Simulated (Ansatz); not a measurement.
BeS:
Space group Pnma (No. 62); a = 5.9213 Å, b = 3.4850 Å, c = 5.9692 Å, α = β = γ = 90.00°

```csv
atom,site,symmetry,x,y,z
Be,4c,.m.,0.1452,0.2500,0.9052
S,4c,.m.,0.2174,0.7500,0.0850
```

Relaxed with r²SCAN+D4.

Tabulate the valence density and the electron localisation function along the shortest Be–S contact (2.08 Å), the program Ansatz at the r²SCAN+D4 level (PAW).



```csv
distance from Be (Å),density (e/Å³),ELF
0.21,0.10,0.00
0.31,0.14,0.01
0.42,0.20,0.10
0.52,0.27,0.39
0.62,0.33,0.70
0.73,0.40,0.86
0.83,0.48,0.91
0.93,0.57,0.93
1.04,0.70,0.93
1.14,0.85,0.94
1.25,1.03,0.93
1.35,1.19,0.91
1.45,1.27,0.85
1.56,1.22,0.70
1.66,1.01,0.41
1.77,0.71,0.12
1.87,0.39,0.01
```

The density is the valence pseudo-density with augmentation charge, so density and ELF within about 1 Å of a nucleus are not all-electron values.

The start of the workflow was typed in or built on a structure type; neither database checked (COD, Materials Project) lists it. COD files the formula under space group No. 216, so this cell is another polymorph or a model. Its standing as an ambient phase is unchecked. The cell was relaxed with r²SCAN+D4 under the symmetry of its start; its stability against distortions is not shown here. The volume moved by 24 % from the start of the relaxation.

Potentials: the earlier of the program's two PAW sets.
